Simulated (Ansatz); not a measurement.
BaZrO3 (cubic perovskite, space group No. 221), r²SCAN (plane waves, PAW; program Ansatz): ε∞ = 4.48, cell volume 74.35 Å³. Infrared-active transverse modes:

```tsv
ω_TO (cm⁻¹)	oscillator strength S_xx (e²/amu)
104.4	0.4684
198.4	1.141
495.3	0.7373
```

Problem. Compute the static dielectric constant.

Solution. Each mode adds (4.921e7/V) S/ω²: 28.45, 19.19, 1.99. So ε0 = 54.1.

Space group Pm-3m (cubic perovskite). The cell was relaxed with r²SCAN under the symmetry of its start; phonons on a q-mesh show weakly imaginary modes. The run is not spin-polarised. Spin–orbit coupling is left out wherever it is not named.

Potentials: the later of the program's two PAW sets.
